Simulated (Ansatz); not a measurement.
The elements of this relaxed trial crystal are hidden behind letters.

```
lattice vectors (Å)
   4.6603    0.0000    0.0000
   0.0000    4.6603    0.0000
   0.0000    0.0000    2.9374
fractional positions
X 0.5000 0.5000 0.5000
Z 0.0000 0.5000 0.0000
Z 0.5000 0.0000 0.0000
Z 0.0000 0.0000 0.0000
```

Theory: DFT PBE, scalar-relativistic, plane waves, PAW in Ansatz. Cutoff 420 eV, Γ-centred 10×10×16 mesh (4-atom cell), Gaussian smearing of 0.10 eV, no spin polarisation.

```
Space group                                 : P4/mmm (No. 123)
Conventional cell                           : a = 4.660 Å, c = 2.937 Å
Volume per atom                             : 15.95 Å³
Density                                     : 4.16 g/cm³
Formation energy                            : +0.46 eV/atom
Gap on the 10×10×16 mesh of the 4-atom cell : 0 eV (a metal)
```

Energies are uncorrected and count from the elements' standard states at the same level.

Question: X is a d-block element of period 4 and Z is a p-block element of period 3. Which elements are they?

Answer: X = Cu, Z = S, so the formula is CuS3. Density times volume gives a mean mass of 4.16 × 15.95/1.6605 = 40.0 u per atom, and this set has 39.9 u. Among the elements that the hints allow, noble gases aside, only these give it. Around Cu lie 8 S at 2.75 Å and 2 Cu at 2.94 Å; around S on a site of symmetry mmm lie 2 S at 2.33 Å and 4 Cu at 2.75 Å; around S on a site of symmetry 4/mmm lie 4 S at 2.33 Å.

An odd number of electrons in the primitive cell allows no gap without spin; a larger cell or a magnetic state could open one. No Hubbard U is applied to the 3d shell of Cu. Symmetry constrained the relaxation, so the result can be a saddle point.
